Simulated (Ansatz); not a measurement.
Relaxed-ion elastic tensor of Ca (simple cubic, Pm-3m) in GPa (Voigt order), LDA (plane waves, PAW; program Ansatz); density 1.76 g/cm³, 37.83 Å³ per atom.

```
56.5  -8.9  -8.9   0.0   0.0   0.0
-8.9  56.5  -8.9   0.0   0.0   0.0
-8.9  -8.9  56.5   0.0   0.0   0.0
 0.0   0.0   0.0  -9.6   0.0   0.0
 0.0   0.0   0.0   0.0  -9.6   0.0
 0.0   0.0   0.0   0.0   0.0  -9.6
```

Is the crystal mechanically stable?

No: the smallest eigenvalue of C is -9.6 GPa.

This is a known high-pressure phase of the composition, computed here at zero pressure and temperature. The LDA relaxation kept the symmetry of its start. At this level the phase is mechanically unstable. As this level gives no gap, shear constants depend on the k-mesh and smearing (Fermi–Dirac, 0.1 eV here).

Potentials: the earlier of the program's two PAW sets.
